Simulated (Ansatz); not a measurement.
An Ansatz (an electronic-structure program) run. Input:

Ansatz 0.2 input:
```yaml
crystal:
  lattice:
    - [0.0, 2.6935420262, 2.6935420262]
    - [2.6935420262, 0.0, 2.6935420262]
    - [2.6935420262, 2.6935420262, 0.0]
  atoms:
    - { symbol: Si, position: [0.25, 0.25, 0.25] }
    - { symbol: Si, position: [0.75, 0.75, 0.75] }
    - { symbol: Ni, position: [0.0, 0.0, 0.0] }
kpoints:
  mp_grid: { grid: [27, 27, 27] }
hamiltonian:
  xc: r2scan
  pseudopotentials: { azcp: { folder: ./paw }, kind: paw }
scf:
  occupations: { method: fermi_dirac, width: 0.1 }
elastic: { mode: relaxed_ion, stencil: two_point, amplitude: 0.005, f_tol: 0.0005 }
```

Output (shortened):

```
Pseudopotential: Si, paw, valence charge 4
Pseudopotential: Ni, paw, valence charge 18
Functional definition: r2SCAN
Crystal: 3 atoms, lattice volume = 39.084 Å³
Basis set: ecut = 500 eV, 965 PW (Γ), exchange–correlation on 120×120×120 points (64 copies of the dense FFT grid, shifted against one another)
Bands: 17, of which v1, the nominal top of the filled ones, is band 13 counted from 1 (12 counted from 0)
Symmetry: 48 space group operations
Space group: Fm-3m (ITA 225), of the structure as read, at distance tolerance 3.4e-5 Å
k-points: 560 of 19683
SCF 1 converged in 15 iterations: F = -7124.474852 eV  dr2 = 2.09e-16
Crystal: 3 atoms, lattice volume = 39.084 Å³
SCF 2 converged in 2 iterations: F = -7124.474852 eV  dr2 = 1.73e-16
Crystal: 3 atoms, lattice volume = 38.889 Å³
Basis set: ecut = 500 eV, 957 PW (Γ), exchange–correlation on 120×120×120 points (64 copies of the dense FFT grid, shifted against one another)
Symmetry: 16 space group operations
k-points: 1470 of 19683
SCF 3 converged in 12 iterations: F = -7124.474056 eV  dr2 = 7.87e-15
Crystal: 3 atoms, lattice volume = 39.280 Å³
SCF 4 converged in 10 iterations: F = -7124.474412 eV  dr2 = 1.20e-15
Crystal: 3 atoms, lattice volume = 39.084 Å³
Symmetry: 8 space group operations
k-points: 2744 of 19683
SCF 5 converged in 11 iterations: F = -7124.474450 eV  dr2 = 8.53e-14
relax step   1: F+E_penalty+E_count = -7124.47444956 eV  Δ(F+E_penalty+E_count) = +0.000e0 eV  max|allowed force component| = 3.760e-2 eV/Å  Δτ_max = 0.0000 Å  (11 SCF iters, accepted)
Crystal: 3 atoms, lattice volume = 39.084 Å³
SCF 6 converged in 9 iterations: F = -7124.474526 eV  dr2 = 2.09e-14
relax step   2: F+E_penalty+E_count = -7124.47452639 eV  Δ(F+E_penalty+E_count) = -7.682e-5 eV  max|allowed force component| = 2.297e-2 eV/Å  Δτ_max = 0.0013 Å  (9 SCF iters, accepted)
Crystal: 3 atoms, lattice volume = 39.084 Å³
SCF 7 converged in 9 iterations: F = -7124.474572 eV  dr2 = 6.37e-14
relax step   3: F+E_penalty+E_count = -7124.47457212 eV  Δ(F+E_penalty+E_count) = -4.574e-5 eV  max|allowed force component| = 2.996e-6 eV/Å  Δτ_max = 0.0020 Å  (9 SCF iters, accepted)
Crystal: 3 atoms, lattice volume = 39.084 Å³
SCF 8 converged in 2 iterations: F = -7124.474572 eV  dr2 = 6.78e-14
Crystal: 3 atoms, lattice volume = 39.084 Å³
SCF 9 converged in 11 iterations: F = -7124.474450 eV  dr2 = 6.69e-14
relax step   1: F+E_penalty+E_count = -7124.47444956 eV  Δ(F+E_penalty+E_count) = +0.000e0 eV  max|allowed force component| = 3.760e-2 eV/Å  Δτ_max = 0.0000 Å  (11 SCF iters, accepted)
Crystal: 3 atoms, lattice volume = 39.084 Å³
SCF 10 converged in 10 iterations: F = -7124.474572 eV  dr2 = 4.55e-14
relax step   2: F+E_penalty+E_count = -7124.47457212 eV  Δ(F+E_penalty+E_count) = -1.226e-4 eV  max|allowed force component| = 1.913e-6 eV/Å  Δτ_max = 0.0033 Å  (10 SCF iters, accepted)
Crystal: 3 atoms, lattice volume = 39.084 Å³
SCF 11 converged in 2 iterations: F = -7124.474572 eV  dr2 = 2.19e-14
SCF converged after 2 iterations
Free energy (F): -7124.474852 eV
Harris-Foulkes:  -7124.474852 eV  (|F-HF|=1.82e-12)
Internal energy: -7124.448379 eV  (E = F + TS)
E sigma→0 (E₀):  -7124.461615 eV
Entropy (-TS):   -0.026472 eV (-8.824 meV/atom)
Fermi energy:    13.449230 eV
--- Per-component energies (eV) ---
  E_band       = -368.937915
  E_kinetic    = 429.710896
  E_local      = -4197.645635  (includes V_loc(G=0)·N_el)
  E_nonlocal   = -76.252585
  E_hartree    = 2178.337121
  E_xc         = -218.476078
  E_vxc        = -269.506494  (∫ρ·V_xc dr)
  E_paw        = -2702.944689  (= ΣΔE_a)
  E_vpaw       = -627.669631  (= ΣTr[D̂ρ^β])
  E_aug_tail   = 0.000544  (compensation charges beyond the density's cutoff)
  E_vtau       = 15.750745  (kinetic-family band-sum trace: ∫τ·v_τ [+ j·A + Jᵃ·Aᵃ] dr)
  E_ewald      = -2536.725021
  E_core_change = -0.452934  (= ΣΔE_core)
  E_smearing   = -0.026472  (= −TS)
  E_closure    = 0.000000  (closes the sum)
  Σ components = -7124.474852   (vs F -7124.474852, Δ=0.00e0)
--- Forces (eV/Å), atoms counted from 1 ---
  atom   1  Si     0.00000000     0.00000000     0.00000000
  atom   2  Si     0.00000000     0.00000000     0.00000000
  atom   3  Ni     0.00000000     0.00000000     0.00000000
  max |Σ_I F_I| component: 9.25e-17 eV/Å
--- Stress (GPa, compression-positive) ---
        0.141452       0.000000       0.000000
        0.000000       0.141452       0.000000
        0.000000       0.000000       0.141452
  P = ⅓ Tr σ = 0.1415 GPa (1.415 kbar)
--- Band table (eV; the first three rows and the last of 560) ---
  k-point 0: bands = ["-95.0440", "-53.9377", "-53.9377", "-53.9377", "-1.3404", "7.8214", "7.8214", "7.8214", "9.5893", "9.5893", "13.5323", "15.1728", "15.1728", "15.1728", "15.6613", "15.6613", "15.6613"]
  k-point 1: bands = ["-95.0440", "-53.9378", "-53.9377", "-53.9377", "-1.3188", "7.7789", "7.8285", "7.8285", "9.5851", "9.5851", "13.4934", "14.7217", "14.9860", "14.9860", "15.8539", "15.8539", "16.1755"]
  k-point 2: bands = ["-95.0440", "-53.9378", "-53.9377", "-53.9377", "-1.2539", "7.6528", "7.8496", "7.8496", "9.5731", "9.5731", "13.2709", "14.3202", "14.6753", "14.6753", "16.1668", "16.1668", "16.8654"]
  k-point 559: bands = ["-95.0440", "-53.9387", "-53.9387", "-53.9383", "3.8791", "3.9627", "5.7725", "6.2380", "9.3890", "9.4163", "9.6058", "9.9617", "10.7327", "15.5662", "15.9832", "18.2800", "19.0323"]
--- Elastic constants: 2 strain directions × 2 members + reference (group order 48) ---
  dense FFT box of the reference and of every strained cell: 30×30×30
  strains applied: 11, 23; error gains: componentwise 1.00 (the most a stress slope's error grows in a printed constant), spectral 1.73 (1 for all six strains …
  C = ∂σ_k/∂η_j (tension-positive GPa; Voigt order 11 22 33 23 13 12):
       202.519    141.429    141.429      0.000      0.000      0.000
       141.429    202.519    141.429      0.000      0.000      0.000
       141.429    141.429    202.519      0.000      0.000      0.000
         0.000      0.000      0.000     91.707      0.000      0.000
         0.000      0.000      0.000      0.000     91.707      0.000
         0.000      0.000      0.000      0.000      0.000     91.707
  reference stress σ⁰ (GPa):     -0.141     -0.141     -0.141      0.000      0.000      0.000
  moduli (Voigt/Reuss/Hill, GPa): K = 161.79/161.79/161.79   G = 67.24/50.92/59.08   E = 158.01   ν = 0.337
  mechanically stable: yes (min eigenvalue of sym C = 61.09 GPa)
  strain η (Voigt 11):  stress-route row diagonal C_11 = 202.52 GPa, energy-path curvature d²(F+E_count+ΔE)/dδ²/Ω₀ = 202.51 GPa
         δ    σ_11 (GPa)             F (eV)   n_scf  n_hpsi   n_pw
    -5.000e-3      -1.1671       -7124.4740560      12  637593   1006   relax 0 steps, max|allowed force component| 9.71e-17 eV/Å
     5.000e-3       0.8581       -7124.4744119      10  605994   1018   relax 0 steps, max|allowed force component| 9.71e-17 eV/Å
  strain η (Voigt 23):  stress-route row diagonal C_44 = 91.71 GPa, energy-path curvature d²(F+E_count+ΔE)/dδ²/Ω₀ = 91.82 GPa
         δ    σ_23 (GPa)             F (eV)   n_scf  n_hpsi   n_pw
    -5.000e-3      -0.4585       -7124.4745721       2  488991   1012   relax 3 steps, max|allowed force component| 3.00e-6 eV/Å
     5.000e-3       0.4585       -7124.4745721       2  486432   1012   relax 2 steps, max|allowed force component| 1.91e-6 eV/Å
```

Cost: about 10 core-minutes (a rough figure) on shared cores.

The cell was relaxed with r²SCAN under the symmetry of its start; of distortions, only those at the zone centre were tested. No spin polarisation was allowed. As this level gives no gap, shear constants depend on the k-mesh and smearing (Fermi–Dirac, 0.1 eV here).

Potentials: the earlier of the program's two PAW sets.

Ansatz is a plane-wave DFT program.
